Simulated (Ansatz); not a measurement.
NaH4IO2:
```xyz
16
Lattice="5.7168 0.0000 0.0000 1.1690 -6.7397 0.0000 -2.8775 2.8366 -5.7076" Properties=species:S:1:pos:R:3 pbc="T T T"
Na     2.0062    -1.0587    -4.9714
Na     2.0021    -2.8444    -0.7362
H      2.8386    -5.5221    -0.6309
H      1.1697     1.6190    -5.0767
H     -0.5459    -2.3938    -4.8994
H      4.5542    -1.5093    -0.8083
H      0.5918    -5.0779    -1.5550
H      3.4164     1.1748    -4.1526
H      5.2983    -3.9560    -2.0147
H     -1.2901     0.0529    -3.6929
I      3.4378    -3.4718    -3.5250
I      0.5705    -0.4313    -2.1826
O      0.0383    -2.0195    -5.6101
O      3.9699    -1.8835    -0.0975
O      0.2131    -4.2005    -1.2903
O      3.7952     0.2974    -4.4174
```

Relaxed with LDA. Special points in fractions of this cell's reciprocal vectors: Γ (0.000, 0.000, 0.000); X (0.500, 0.000, 0.000); Y (0.000, 0.500, 0.000); Z (0.000, 0.000, 0.500); R2 (-0.500, -0.500, 0.500); T2 (0.000, -0.500, 0.500); U2 (-0.500, 0.000, 0.500); V2 (0.500, -0.500, 0.000).

### Question
List the band energies nearest the valence-band maximum at these points for plane-wave PAW LDA (Ansatz code).

### Answer
In eV from the valence-band maximum; about four levels below and three above (degenerate sets whole), none deeper than 8.9 eV; points with the same levels are listed once.

| k | below | above |
|---|---|---|
| Γ | -0.63 -0.53 -0.29 0.00 | 3.79 5.60 6.52 |
| X | -0.80 -0.80 -0.62 -0.31 -0.29 | 5.33 5.57 6.01 |
| Y | -0.82 -0.58 -0.38 -0.20 | 5.03 5.83 6.16 |
| Z | -0.81 -0.57 -0.40 -0.02 | 5.17 5.61 6.43 |
| R2 | -0.65 -0.39 -0.35 -0.04 | 5.39 5.68 6.09 |
| T2 | -0.77 -0.46 -0.40 -0.16 | 5.24 5.75 6.11 |
| U2 | -0.77 -0.50 -0.33 -0.21 | 5.80 5.87 6.29 |
| V2 | -0.75 -0.58 -0.28 -0.01 | 5.60 5.66 7.09 |

Space group P-1. The workflow started from a Materials Project entry (that database holds measured and hypothetical structures alike); the Crystallography Open Database files this formula in space group No. 2, but the cells were not matched. Whether it is the stable phase at ambient conditions was not checked. The LDA relaxation kept the symmetry of its start; of distortions, only those at the zone centre were tested. A crystal of weakly bound layers computed without a dispersion correction: the cell and the soft elastic constants depend strongly on that. Scalar-relativistic: spin–orbit coupling is off unless named, which matters more the heavier the elements.

Potentials: the later of the program's two PAW sets.
